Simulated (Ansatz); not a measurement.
AlGa5As6: computed properties

The calculation used DFT PBE, scalar-relativistic, plane waves, PAW in Ansatz 0.2.0.

Plane waves to 420 eV, a k mesh through Γ of 6×6×6 on the computed 12-atom cell and Gaussian smearing (0.02 eV); no spin polarisation.

The structure is relaxed at this level of theory with its symmetry kept, and needn't be the ground state of this composition.

Space group P31m (No. 157), trigonal, a = 7.011 Å, c = 6.671 Å. Al has 4 As at 2.48–2.49 Å; Ga on a site of symmetry 3 has 4 As at 2.48–2.50 Å; around Ga on a site of symmetry m lie 4 As at 2.48–2.50 Å; As on a site of symmetry 3m has 3 Ga at 2.49 Å and 1 Al at 2.49 Å; around As on a site of symmetry 3 lie 4 Ga at 2.48–2.50 Å; As on a site of symmetry m is surrounded by 1 Al at 2.48 Å and 3 Ga at 2.48–2.50 Å.

```json
{
  "Volume per atom": "159.7 bohr³",
  "Formation energy from the elements' standard states (uncorrected)": "-0.362 eV/atom",
  "Kohn–Sham band gap": "0.39 eV",
  "Orbital (Löwdin) character of the top 1 eV of the valence band": "As 4p 77 %, Ga 4p 18 %",
  "Orbital (Löwdin) character of the lowest 1 eV of the conduction band": "Ga 4s 26 %, Ga 4p 24 %, As 4p 19 %, As 4s 17 %, Al 3p 7 %, unprojected 6 %"
}
```

The cell was found from a structure generator's guess, not taken from experiment. Kohn–Sham gaps at this level usually fall short of measured ones. Löwdin shares on free-atom orbitals overweight diffuse shells in the empty bands.
